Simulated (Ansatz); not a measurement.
PW:
```yaml
crystal:
  lattice:
    - [3.01329, 0.00000, 0.00000]
    - [0.00000, 3.01329, 0.00000]
    - [0.00000, 0.00000, 3.01329]
  atoms:
    - { symbol: W, position: [0.00000, 0.00000, 0.00000] }
    - { symbol: P, position: [0.50000, 0.50000, 0.50000] }
```

Relaxed with PBE. Special points in fractions of this cell's reciprocal vectors: Γ (0.000, 0.000, 0.000); X (0.000, 0.500, 0.000); M (0.500, 0.500, 0.000); R (0.500, 0.500, 0.500).

List the band energies nearest the Fermi level at these points for DFT-PBE with spin–orbit coupling in the program Ansatz with PAW potentials.

In eV from the Fermi level; about four levels below and three above (degenerate sets whole), none deeper than 8.9 eV; points with the same levels are listed once.

```json
[
 {"k": "Γ", "below": "-4.19 -4.19 -4.19 -4.19 -0.41 -0.41", "above": "0.14 0.14 0.14 0.14"},
 {"k": "X", "below": "-3.04 -3.04 -2.76 -2.76", "above": "2.22 2.22 3.62 3.62"},
 {"k": "M", "below": "-0.91 -0.91 -0.67 -0.67", "above": "1.92 1.92 2.71 2.71"},
 {"k": "R", "below": "-7.47 -7.47 -7.47 -7.47 -7.38 -7.38", "above": "1.62 1.62 3.45 3.45 3.45 3.45"}
]
```

Space group Pm-3m (CsCl type). The cell is a constructed one: a structure type filled with these elements; neither database checked (COD, Materials Project) lists it. COD files the formula under space group No. 62. Its standing as an ambient phase is unchecked. The cell was relaxed with PBE under the symmetry of its start; its stability against distortions is not shown here. No spin polarisation was allowed.

Potentials: the earlier of the program's two PAW sets.
